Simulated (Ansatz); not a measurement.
input.yaml (Ansatz)

```yaml
crystal:
  lattice:
    - [3.5999444585, 0.0, 0.0]
    - [0.0, 3.5999444585, 0.0]
    - [0.0, 0.0, 3.5999444585]
  atoms:
    - { symbol: Ba, position: [0.0, 0.0, 0.0] }
hamiltonian:
  xc: lda
  pseudopotentials:
    kind: paw
    azcp:
      Ba: "pseudopotentials/Ba.paw.azcp"
basis:
  ecutwfc: 420
  fft_grid_basis: typed
kpoints:
  mp_grid: { grid: [10, 10, 10], shift: [0, 0, 0] }
magnetization:
  spin_polarized: false
scf:
  occupations: { method: fermi_dirac, width: 0.1 }
  lower_state_search: "off"
output:
  stress: true
  write_density: true
  write_potential: true
  elf: true
  volumetric_format: npy
```

Output

```
Warning: the record states the generating functional pbe (its physics header spells it `PBE`), which answers neither for hamiltonian.xc's functional nor for the lda family's — results may be inconsistent (PPs are generated against a specific XC)
Engine: ansatz 0.2.0, aarch64-unknown-linux-gnu
Pseudopotentials: kind: paw
Pseudopotential: Ba, paw, valence charge 10, recommended cutoff 420 eV (normal) 
Functional definition: SPW92
  exchange = slater_x
  correlation = pw_c
Crystal: 1 atoms, lattice volume = 46.654 Å³
Basis set: ecut = 420 eV, 925 PW (Γ)
Bands: 9, of which v1, the nominal top of the filled ones, is band 5 counted from 1 (4 counted from 0)
Symmetry: 48 space group operations
Space group: Pm-3m (ITA 221), of the structure as read, at distance tolerance 3.6e-5 Å
k-points: 56 of 1000
Non-local potential: Ba, projectors of the file, l = 0: 3, l = 1: 2, l = 2: 2, l = 3: 2
PAW form: soft (Blöchl's): semilocal exchange-correlation on the pseudo side does not see the compensation charge
PAW frozen core: Ba, regenerated for the run's functional, and the local potential with it (the file was generated under x = pbe(κ = 0.804, μ = 0.2195149727645171), c = pbe(β = 0.06672455060314922))
PAW one-centre angular grid: Ba, 194 points (default); XC on 64 Gauss nodes
Initial density: superposition of atomic densities (neutral atoms: chi_scale 0, normalization atom), corrected by the library's trained network
Initial wavefunctions: pseudopotential atomic-orbital guess
Functional: x = slater, c = lda
SCF iter   1: F=—  HF=-5779.307036 eV  |F-HF|=—  |Δ(HF+E_count)|=         —  Δρ=3.64e-3  dr2=4.21e-3  ethr=1.77e-3  ⟨swp⟩=7.6  Hψ=4885  notcnv=0
SCF iter   2: F=—  HF=-5779.306745 eV  |F-HF|=—  |Δ(HF+E_count)|=   2.91e-4  Δρ=1.95e-3  dr2=1.14e-3  ethr=4.21e-5  ⟨swp⟩=2.6  Hψ=1214  notcnv=0
SCF iter   3: F=—  HF=-5779.306896 eV  |F-HF|=—  |Δ(HF+E_count)|=   1.51e-4  Δρ=4.26e-4  dr2=1.08e-4  ethr=1.14e-5  ⟨swp⟩=1.1  Hψ=523  notcnv=0
SCF iter   4: F=—  HF=-5779.306874 eV  |F-HF|=—  |Δ(HF+E_count)|=   2.23e-5  Δρ=8.46e-5  dr2=2.69e-6  ethr=1.08e-6  ⟨swp⟩=2.5  Hψ=795  notcnv=0
SCF iter   5: F=—  HF=-5779.306873 eV  |F-HF|=—  |Δ(HF+E_count)|=   5.78e-7  Δρ=1.32e-5  dr2=9.91e-8  ethr=2.69e-8  ⟨swp⟩=2.4  Hψ=780  notcnv=0
SCF iter   6: F=-5779.306873 eV  HF=-5779.306873 eV  |F-HF|=7.82e-9  |Δ(HF+E_count)|=   2.43e-8  Δρ=4.01e-6  dr2=1.05e-8  ethr=9.91e-10  ⟨swp⟩=7.1  Hψ=3817  notcnv=0
SCF 1 converged in 6 iterations: F = -5779.306873 eV  dr2 = 1.05e-8
SCF converged after 6 iterations
Free energy (F): -5779.306873 eV
Harris-Foulkes:  -5779.306873 eV  (|F-HF|=7.82e-9)
Internal energy: -5779.264181 eV  (E = F + TS)
E sigma→0 (E₀):  -5779.285527 eV
Entropy (-TS):   -0.042693 eV (-42.693 meV/atom)
Fermi energy:    8.078421 eV
--- Per-component energies (eV) ---
  E_band       = -61.227737
  E_kinetic    = 169.279401
  E_local      = -318.223730  (includes V_loc(G=0)·N_el)
  E_nonlocal   = 60.631310
  E_hartree    = 100.718237
  E_xc         = -166.617274
  E_vxc        = -135.583690  (∫ρ·V_xc dr)
  E_paw        = -5057.880357  (= ΣΔE_a)
  E_vpaw       = -38.769258  (= ΣTr[D̂ρ^β])
  E_aug_tail   = -0.000002  (compensation charges beyond the density's cutoff)
  E_ewald      = -567.454280
  E_core_change = 0.282516  (= ΣΔE_core)
  E_smearing   = -0.042693  (= −TS)
  E_closure    = 0.000000  (closes the sum)
  Σ components = -5779.306873   (vs F -5779.306873, Δ=0.00e0)
--- Stress (GPa, compression-positive) ---
        0.898528       0.000000       0.000000
       -0.000000       0.898528       0.000000
        0.000000       0.000000       0.898528
  P = ⅓ Tr σ = 0.8985 GPa (8.985 kbar)
--- Band table (eV; the first three rows and the last of 56) ---
  k-point 0: bands = ["-20.8357", "-5.2156", "-5.2156", "-5.2156", "5.5298", "7.8450", "7.8450", "14.3455", "14.3455"]
  k-point 1: bands = ["-20.8203", "-5.3849", "-5.2013", "-5.2013", "5.7349", "7.9037", "8.1073", "13.5964", "13.5964"]
  k-point 2: bands = ["-20.7796", "-5.7977", "-5.1633", "-5.1633", "6.2209", "8.0675", "8.8456", "12.6990", "12.6990"]
  k-point 55: bands = ["-20.3546", "-6.2686", "-6.2686", "-6.2686", "7.7432", "7.7432", "7.7432", "11.4863", "14.4365"]
```
